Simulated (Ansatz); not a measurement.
## How far is PAW off for TlSn?

```yaml
crystal:
  lattice:
    - [3.60264, 0.00000, 0.00000]
    - [0.00000, 3.60264, 0.00000]
    - [0.00000, 0.00000, 4.36037]
  atoms:
    - { symbol: Tl, position: [0.00000, 0.00000, 0.00000] }
    - { symbol: Sn, position: [0.50000, 0.50000, 0.50000] }
```

Atom numbers follow the list: Tl1, Sn2.

Conventional cell: a = 3.603 Å, b = 3.603 Å, c = 4.360 Å, α = 90.00°, β = 90.00°, γ = 90.00°. Tl (atom 1) is surrounded by 8 Sn at 3.35 Å and 4 Tl at 3.60 Å. Around Sn (atom 2) lie 8 Tl at 3.35 Å and 4 Sn at 3.60 Å.

The geometry is COD entry 1539744, unchecked; take it as a test cell. The listed cell was then made from it by scaling, straining or moving an atom.

Spin–orbit coupling is left out, though it moves levels of the heavy atoms by tenths of an eV or more.

All numbers are computed: DFT, LDA, PAW with Ansatz's default frozen-core files, scalar-relativistic (Ansatz 0.2.0); DFT, LDA, all-electron PAW with datasets made for the crystal, scalar-relativistic (Ansatz 0.2.0); DFT, LDA, all-electron LAPW, scalar-relativistic (Ansatz 0.2.0).

For PAW: a Γ-centred 9×9×8 k mesh, Fermi–Dirac smearing of 0.08 eV, cutoff 420 eV, no spin polarisation; the PAW files were made with PBE, and the program remakes their frozen cores for this functional. The crystal-made all-electron datasets (AE datasets) take a cutoff of 260 eV at this cell. LAPW targets a basis error of 0.25 meV/atom. The Ansatz runs share mesh, smearing and spin set-up. Plane-wave (PAW) pressures include the program's estimate of the Pulay term.

Stress and pressure are positive in compression.

The change that made this cell: volume scaled by 0.99.

Spin–orbit coupling is left out, which moves gradients at and beside heavy atoms by some per cent and at worst by a factor of two.

In a metal, gradients converge slowly with the k mesh: the values move by tens of per cent from one mesh to another, at times in sign, so only the comparison on one mesh counts.

```tsv
quantity	PAW	AE datasets	LAPW
pressure (GPa)	-2.94	-2.93	-2.93
stress xx (GPa)	-3.17	-3.16	-3.16
stress zz (GPa)	-2.48	-2.47	-2.47
field gradient Vzz at Tl1 (10²¹ V/m²)	-6.43	-6.43	–
field gradient Vzz at Sn2 (10²¹ V/m²)	-0.84	-0.83	–
```

PAW's pressure differs from the LAPW value by about 0.01 GPa or less.
